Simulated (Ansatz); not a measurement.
Mg2Si:
```xyz
3
Lattice="0.0000 3.1300 3.1300 3.1300 0.0000 3.1300 3.1300 3.1300 0.0000" Properties=species:S:1:pos:R:3 pbc="T T T"
Si     0.0000     0.0000     0.0000
Mg     1.5650     1.5650     1.5650
Mg     4.6950     4.6950     4.6950
```

Relaxed with LDA.

Question: List the phonon frequencies at the special points (DFPT on a 3×3×3 q-mesh, Fourier-interpolated; the program Ansatz at the LDA level (PAW)).

Answer: In cm⁻¹; no LO–TO term at Γ, as the run had none.

| q | frequencies |
|---|---|
| Γ | 0 0 0 264 264 264 286 286 286 |
| X | 153 161 161 178 178 295 296 296 338 |
| U | 150 167 174 177 205 287 290 296 324 |
| K | 150 167 174 177 205 287 290 296 324 |
| L | 119 119 207 229 229 284 284 295 307 |
| W | 149 172 180 180 194 289 289 298 317 |

Space group Fm-3m (fluorite or antifluorite type). The LDA relaxation kept the symmetry of its start; phonons on a q-mesh show no instability.

Potentials: the later of the program's two PAW sets.
